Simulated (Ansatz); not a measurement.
Consider the following.

SiNi$_{2}$:
```cif
data_Ni8Si4
_chemical_formula_sum 'Si4 Ni8'
_space_group_name_H-M_alt 'P 1'
_space_group_IT_number 1
_cell_length_a 4.92163
_cell_length_b 3.69594
_cell_length_c 7.00403
_cell_angle_alpha 90.000
_cell_angle_beta 90.000
_cell_angle_gamma 90.000
loop_
_space_group_symop_operation_xyz
  'x, y, z'
loop_
_atom_site_label
_atom_site_type_symbol
_atom_site_fract_x
_atom_site_fract_y
_atom_site_fract_z
_atom_site_occupancy
Si1 Si 0.29153 0.25000 0.61345 1
Si2 Si 0.70847 0.75000 0.38655 1
Si3 Si 0.20847 0.75000 0.11345 1
Si4 Si 0.79153 0.25000 0.88655 1
Ni1 Ni 0.45768 0.25000 0.29272 1
Ni2 Ni 0.54232 0.75000 0.70728 1
Ni3 Ni 0.04232 0.75000 0.79272 1
Ni4 Ni 0.95768 0.25000 0.20728 1
Ni5 Ni 0.32882 0.25000 0.93978 1
Ni6 Ni 0.67118 0.75000 0.06022 1
Ni7 Ni 0.17118 0.75000 0.43978 1
Ni8 Ni 0.82882 0.25000 0.56022 1
```

This is the PBEsol-relaxed structure.

Problem. All from PBEsol in the plane-wave PAW code Ansatz, unless another level is named. Give the electronic character.

Solution. metallic (no gap).

Problem. Predict the density of states at the Fermi level.

Solution. 0.53 states/eV per atom (mean over ±0.08 eV).

Problem. Give the formation energy from the elements (no fitted shifts).

Solution. -0.62 eV/atom.

Space group Pnma. The PBEsol relaxation kept the symmetry of its start; of distortions, only those at the zone centre were tested. No spin polarisation was allowed. The references are the lowest solids computed at this level, not always the standard phases.

Potentials: the later of the program's two PAW sets.
